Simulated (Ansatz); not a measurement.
CaCl₂:
```
CaCl2
1.0
    6.40366     0.00000     0.00000
    0.00000     6.40366     0.00000
    0.00000     0.00000     4.16587
Ca Cl
2 4
Direct
  0.50000   0.50000   0.50000
  0.00000   0.00000   0.00000
  0.69704   0.69704   0.00000
  0.30296   0.30296   0.00000
  0.80296   0.19704   0.50000
  0.19704   0.80296   0.50000
```

Relaxed with r²SCAN.

### Question
Give the Bader charges and basin volumes of the independent atoms, DFT-r²SCAN in the program Ansatz with PAW potentials.

### Answer


| atom | Bader charge (e) | Bader volume (Å³) |
|---|---|---|
| Ca1 | +1.62 | 13.3 |
| Cl3 | -0.81 | 36.0 |

Space group P4_2/mnm (rutile). The first step of the workflow began from a Materials Project structure, measured or hypothetical; the Crystallography Open Database copy checked does not list it. COD files the formula under space group No. 58. Its standing as an ambient phase is unchecked. Symmetry was held in the r²SCAN relaxation; whether a distortion lowers the energy is not shown.

Potentials: the later of the program's two PAW sets.
